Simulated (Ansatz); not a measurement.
GaAs (NiAs type, P6_3/mmc), the program Ansatz at the PBE level (PAW), all energies at zero smearing, with the estimated change up to a 700 eV cutoff added, with one set of potentials and settings (totals compare only within such a set). Cell of 4 atoms (2 Ga, 2 As): -17278.311 eV.

```csv
element,reference phase,E (eV/atom)
Ga,"Cmce, 4 atoms in the cell",-3783.0209
As,"R-3m, 2 atoms in the cell",-4856.1377
```

Formation energy per atom, worked out: (-17278.311 − 2×(-3783.0209) − 2×(-4856.1377))/4 = 0.002 eV/atom (0 kJ per mol of atoms), at 0 K, without zero-point energy or fitted corrections.

The cell is a constructed one: a structure type filled with these elements; neither database checked (COD, Materials Project) lists it. It is not the phase usual at ambient conditions (space group No. 216). The cell keeps a stress of up to 0.2 GPa. Symmetry was held in the PBE relaxation; whether a distortion lowers the energy is not shown. The references are the lowest solids computed at this level, not always the standard phases.

Potentials: the later of the program's two PAW sets.
